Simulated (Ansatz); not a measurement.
InP:
```cif
data_In4P4
_chemical_formula_sum 'In4 P4'
_space_group_name_H-M_alt 'P42/mnm'
_space_group_IT_number 136
_space_group_name_Hall '-P 4n 2n'
_cell_length_a 7.17499
_cell_length_b 7.17499
_cell_length_c 4.16341
_cell_angle_alpha 90.000
_cell_angle_beta 90.000
_cell_angle_gamma 90.000
loop_
_atom_site_label
_atom_site_type_symbol
_atom_site_symmetry_multiplicity
_atom_site_Wyckoff_symbol
_atom_site_fract_x
_atom_site_fract_y
_atom_site_fract_z
_atom_site_occupancy
In1 In 4 g 0.17819 0.17819 0.50000 1
P1 P 4 f 0.31930 0.31930 0.00000 1
```

Relaxed with PBEsol. DFT-PBEsol in the program Ansatz with PAW potentials gives a gap of 0.71 eV.

### Question
What gap does HSE06 give on the same cell (Ansatz, PAW)?

### Answer
1.58 eV, 0.87 eV more. The hybrid was solved on a coarser mesh and at special points; the gap given is the minimum over both.

```json
[
 {"k": "Γ", "v1 PBEsol": "0.00", "c1 PBEsol": "0.71", "v1 HSE06": "0.00", "c1 HSE06": "1.58"},
 {"k": "Z", "v1 PBEsol": "-1.75", "c1 PBEsol": "2.60", "v1 HSE06": "(withheld)", "c1 HSE06": "(withheld)"},
 {"k": "M", "v1 PBEsol": "-1.03", "c1 PBEsol": "2.02", "v1 HSE06": "-1.14", "c1 HSE06": "2.89"},
 {"k": "A", "v1 PBEsol": "-1.38", "c1 PBEsol": "1.26", "v1 HSE06": "(withheld)", "c1 HSE06": "(withheld)"},
 {"k": "R", "v1 PBEsol": "-1.00", "c1 PBEsol": "2.10", "v1 HSE06": "(withheld)", "c1 HSE06": "(withheld)"},
 {"k": "X", "v1 PBEsol": "-0.55", "c1 PBEsol": "2.02", "v1 HSE06": "(withheld)", "c1 HSE06": "(withheld)"}
]
```

### Question
Top valence (v1) and lowest conduction level (c1) in eV from each method's valence maximum (which need not be a listed point): supply the withheld HSE06 values.

### Answer

- R, v1 HSE06: -1.09
- R, c1 HSE06: 2.87
- X, v1 HSE06: -0.62
- X, c1 HSE06: 2.85
- Z, v1 HSE06: -1.90
- Z, c1 HSE06: 3.38
- A, v1 HSE06: -1.49
- A, c1 HSE06: 2.04

Cost on shared cores: the PBEsol run (SCF on a 4×4×7 mesh, then bands and DOS) around 3 core-minutes (rough), the HSE06 run (SCF on 3×3×4, then a few points) very roughly 9 core-minutes; the tasks are unlike.

Space group P4_2/mnm. The start of the workflow was typed in or built on a structure type; neither database checked (COD, Materials Project) lists it. It is not the phase usual at ambient conditions (space group No. 216). The PBEsol relaxation kept the symmetry of its start; its stability against distortions is not shown here. The volume moved by 20 % from the start of the relaxation. Scalar-relativistic: spin–orbit coupling is off unless named, which matters more the heavier the elements.

Potentials: the earlier of the program's two PAW sets. The files were generated under PBE; for other functionals the program regenerates the frozen cores, and for LDA and PBEsol the local potential too.
